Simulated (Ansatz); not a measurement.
Born–Oppenheimer molecular dynamics of a 16-atom Zr₂Nb₃Cu₃ cell at 18.35 Å³/atom, computed with Ansatz: Langevin thermostat at 1200 K, 105 steps of 3.0 fs, friction 0.03 1/fs. The run is short and the cell small, so it isn't an equilibrium average.

```yaml
crystal:
  lattice:
    - [6.818584, 0.052106, -0.054308]
    - [0.052106, 6.647963, -0.214905]
    - [-0.054308, -0.214905, 6.486144]
  atoms:
    - { symbol: Nb, position: [0.8136485702, 0.8499491922, 0.2804447563] }
    - { symbol: Nb, position: [0.0410568373, 0.5870904364, 0.537710882] }
    - { symbol: Nb, position: [0.8047412397, 0.8222888404, 0.719265373] }
    - { symbol: Nb, position: [0.0807223079, 0.0224955086, 0.0074778563] }
    - { symbol: Nb, position: [0.3124340705, 0.8021011686, 0.7530504238] }
    - { symbol: Nb, position: [0.7972192157, 0.2429449389, 0.1986874451] }
    - { symbol: Cu, position: [0.3031040172, 0.3940155339, 0.8250675358] }
    - { symbol: Cu, position: [0.0415768199, 0.1116942058, 0.4634890347] }
    - { symbol: Cu, position: [0.6110768126, 0.5938479049, 0.9854545922] }
    - { symbol: Cu, position: [0.3383614669, 0.3032913416, 0.2096674168] }
    - { symbol: Cu, position: [0.9370347764, 0.6408787076, 0.9822580666] }
    - { symbol: Cu, position: [0.5678197709, 0.0384422407, 0.9689347204] }
    - { symbol: Zr, position: [0.4243144622, 0.0196385323, 0.4725672718] }
    - { symbol: Zr, position: [0.8429316881, 0.3069806091, 0.7329667961] }
    - { symbol: Zr, position: [0.2906069344, 0.6760222355, 0.201183132] }
    - { symbol: Zr, position: [0.5564686818, 0.518879212, 0.4978012522] }
  symmetry: { detect: false }
basis:
  ecutwfc: 420
  xc_grid: 1
kpoints:
  mp_grid: { grid: [1, 1, 1], shift: [0.25, 0.25, 0.25] }
hamiltonian:
  xc: pbe
scf:
  occupations: { method: fermi_dirac, width: 0.1034 }
  lower_state_search: "off"
  convergence: { dr2_threshold: 1.0e-05 }
output:
  forces: true
  stress: true
md:
  timestep: 3.0
  n_steps: 105
  ensemble: nvt_langevin
  friction: 0.03
  temperature: 1200.0
  initial_velocities: maxwell_boltzmann
  seed: 29180
```

```bash
ansatz run input.yaml --threads 2 --pin off --max-ram 5120MiB --backend cpu --events-out ev --progress --plain --runs-dir out
```

Level of theory: DFT PBE, scalar-relativistic, plane waves, PAW in Ansatz 0.2.0.

6 frames, positions in Å (not wrapped into the cell) and forces in eV/Å:

```xyz
16
Lattice="6.819 0.052 -0.054 0.052 6.648 -0.215 -0.054 -0.215 6.486" Properties=species:S:1:pos:R:3:forces:R:3 pbc="T T T" time_fs=0.0 temperature_K=1125 free_energy_over_first_frame_eV=0.000
Nb    5.577    5.633    1.592   -0.770   -0.150    0.670
Nb    0.281    3.790    3.359    1.180   -1.540   -2.350
Nb    5.491    5.354    4.445   -1.170    2.220   -0.690
Nb    0.551    0.152    0.039    0.130    1.220    0.010
Nb    2.131    5.187    4.695   -0.750   -1.060    1.600
Nb    5.438    1.614    1.193    0.340    1.840    0.460
Cu    2.042    2.458    5.250   -0.430   -0.500   -0.160
Cu    0.264    0.645    2.980    1.200   -0.600    0.420
Cu    4.144    3.768    6.231   -1.300   -0.640   -0.190
Cu    2.312    1.989    1.276   -0.140   -0.980   -0.550
Cu    6.369    4.098    6.182    2.790   -2.140    0.990
Cu    3.821    0.077    6.246   -1.180   -0.240   -0.120
Zr    2.869    0.051    3.038    1.300    1.600   -0.730
Zr    5.724    1.927    4.642   -0.690   -0.890    1.350
Zr    2.006    4.466    1.144   -0.300    1.190   -1.190
Zr    3.794    3.372    3.087   -0.200    0.680    0.470
16
Lattice="6.819 0.052 -0.054 0.052 6.648 -0.215 -0.054 -0.215 6.486" Properties=species:S:1:pos:R:3:forces:R:3 pbc="T T T" time_fs=63.0 temperature_K=1376 free_energy_over_first_frame_eV=-1.320
Nb    5.503    5.698    1.617   -1.250   -2.230   -0.140
Nb    0.337    3.602    3.157   -0.130   -0.040   -0.310
Nb    5.485    5.550    4.417    0.190   -1.270   -0.380
Nb    0.349    0.061    0.228   -0.150    1.290   -0.360
Nb    1.931    5.345    4.987    0.060   -0.600   -0.890
Nb    5.396    1.989    1.217    0.550    0.930    1.110
Cu    1.839    2.311    5.191   -0.070   -0.450   -0.340
Cu    0.337    0.345    2.890    0.860    0.770    1.340
Cu    4.394    3.530    6.083   -1.710    0.920    0.070
Cu    2.494    1.653    1.189   -0.180    0.920   -1.220
Cu    6.802    3.879    6.140   -1.930   -1.020   -0.960
Cu    3.904    0.041    6.211   -0.660    0.210    0.770
Zr    2.924    0.177    3.029    1.170   -0.270    0.930
Zr    5.663    1.786    4.627   -0.040   -0.170   -0.310
Zr    1.930    4.288    1.032    2.100    1.120    0.530
Zr    3.518    3.546    3.187    1.200   -0.100    0.160
16
Lattice="6.819 0.052 -0.054 0.052 6.648 -0.215 -0.054 -0.215 6.486" Properties=species:S:1:pos:R:3:forces:R:3 pbc="T T T" time_fs=126.0 temperature_K=1064 free_energy_over_first_frame_eV=-1.664
Nb    5.448    5.568    1.637   -0.620    0.390   -0.990
Nb    0.194    3.772    2.824    0.450   -1.480    1.420
Nb    5.461    5.435    4.365    0.300   -0.300    0.600
Nb    0.386    0.192    0.222   -1.220    0.310   -0.060
Nb    1.601    5.362    4.812    1.170   -0.210   -0.610
Nb    5.373    2.308    1.130   -0.510   -1.900    1.830
Cu    1.642    2.105    5.142   -0.080    0.100   -0.270
Cu    0.393    0.334    3.010    1.120   -0.240   -0.310
Cu    4.104    3.751    6.094   -1.200    0.280   -0.950
Cu    2.506    1.522    1.119    0.090    0.880   -0.370
Cu    6.386    3.627    6.159    2.730    1.310   -0.540
Cu    3.909    0.014    6.074   -0.640    0.260    0.870
Zr    3.183    0.360    3.276   -0.140    0.510   -0.350
Zr    5.694    1.748    4.387   -0.600    0.560    0.730
Zr    2.095    4.441    1.005   -1.090    0.910   -0.540
Zr    3.543    3.738    3.271    0.250   -1.360   -0.450
16
Lattice="6.819 0.052 -0.054 0.052 6.648 -0.215 -0.054 -0.215 6.486" Properties=species:S:1:pos:R:3:forces:R:3 pbc="T T T" time_fs=189.0 temperature_K=1059 free_energy_over_first_frame_eV=-2.328
Nb    5.416    5.485    1.600   -0.030    0.560    0.110
Nb    0.271    3.769    2.949    1.010   -1.170   -0.390
Nb    5.609    5.421    4.462   -2.010    0.340   -0.050
Nb    0.255    0.394    0.284    0.740   -0.230   -0.630
Nb    1.632    5.282    4.736    1.070    0.070    0.350
Nb    5.547    2.257    1.204   -0.420   -0.350    1.230
Cu    1.613    2.142    5.142    0.090    0.160   -0.090
Cu    0.534    0.116    3.141   -0.270    0.570   -0.590
Cu    4.081    3.651    6.177    0.190    0.000   -0.620
Cu    2.783    1.604    1.081   -0.620    1.150    0.040
Cu    6.683    3.930    6.096    0.110   -1.010    0.780
Cu    4.008    0.020    6.252   -0.210   -0.410   -0.010
Zr    3.139    0.447    3.376    0.770    0.030   -0.340
Zr    5.643    1.747    4.549    0.420    0.190    0.210
Zr    2.105    4.789    0.952   -0.380    0.390    1.680
Zr    3.725    3.649    3.390   -0.440   -0.290   -1.710
16
Lattice="6.819 0.052 -0.054 0.052 6.648 -0.215 -0.054 -0.215 6.486" Properties=species:S:1:pos:R:3:forces:R:3 pbc="T T T" time_fs=252.0 temperature_K=1411 free_energy_over_first_frame_eV=-2.476
Nb    5.410    5.750    1.675    0.300   -0.890   -0.740
Nb    0.440    3.719    3.006   -1.100   -0.890   -0.300
Nb    5.177    5.435    4.320    2.070   -0.710    0.460
Nb    0.346    0.432    0.065   -0.210   -0.240    0.360
Nb    1.822    5.208    4.715   -0.040   -0.320   -0.040
Nb    5.490    2.186    1.187    0.120   -0.490    0.940
Cu    1.987    2.490    5.235   -1.340   -0.640   -0.380
Cu    0.677    0.023    2.915   -0.880    0.750    0.600
Cu    3.874    3.577    6.068    1.460    0.540    0.190
Cu    2.655    1.774    1.216   -0.460    0.450   -1.210
Cu    6.628    3.737    6.293    0.310    0.900   -0.470
Cu    3.924   -0.219    6.367   -1.050    1.050    0.790
Zr    3.173    0.560    3.374    0.170    0.340    0.410
Zr    5.746    1.803    4.553    0.080   -0.580   -0.280
Zr    2.084    4.972    1.145    0.350    0.130   -0.520
Zr    3.739    3.464    3.052    0.210    0.610    0.200
16
Lattice="6.819 0.052 -0.054 0.052 6.648 -0.215 -0.054 -0.215 6.486" Properties=species:S:1:pos:R:3:forces:R:3 pbc="T T T" time_fs=315.0 temperature_K=1787 free_energy_over_first_frame_eV=-2.335
Nb    5.437    5.648    1.565    0.430   -0.120    0.080
Nb    0.476    3.318    3.277   -0.500    0.560   -1.860
Nb    5.493    5.327    4.515   -0.590    1.330   -1.380
Nb    0.341    0.369    0.149    0.490   -0.690    0.280
Nb    1.897    5.123    4.405   -0.740    0.900    0.620
Nb    5.349    2.100    1.335    0.180   -0.160    0.410
Cu    1.884    2.258    5.099   -0.350    0.220   -0.550
Cu    0.551    0.115    3.047   -0.900    0.330    0.050
Cu    4.155    3.457    5.828   -0.720    0.420    1.020
Cu    2.362    2.114    0.749    0.550    0.560    2.270
Cu    6.713    3.853    6.013    0.680   -0.800    1.530
Cu    3.490   -0.048    6.419    0.800    0.600   -0.520
Zr    3.016    0.869    3.249    1.070   -1.240   -0.480
Zr    5.728    1.642    4.724   -0.690   -0.350   -1.150
Zr    2.238    5.139    1.068   -1.260   -0.810   -0.190
Zr    3.635    3.634    3.023    1.560   -0.740   -0.140
```

Over the second half the temperature averages 1369 K and the pressure (kinetic part included, positive in compression) -1.9 GPa. Mean square displacements at the end: Cu 0.22 Å², Nb 0.14 Å², Zr 0.35 Å² (from the start of this run, the atoms' common shift taken off).

One k point is coarse for so small a cell, so forces and above all the pressure are rough.

The run took 4.5 min on 2 threads of Intel(R) Xeon(R) Platinum 8259CL CPU @ 2.50GHz (Skylake/Cascade Lake) (shared host), peak memory 0.65 GiB.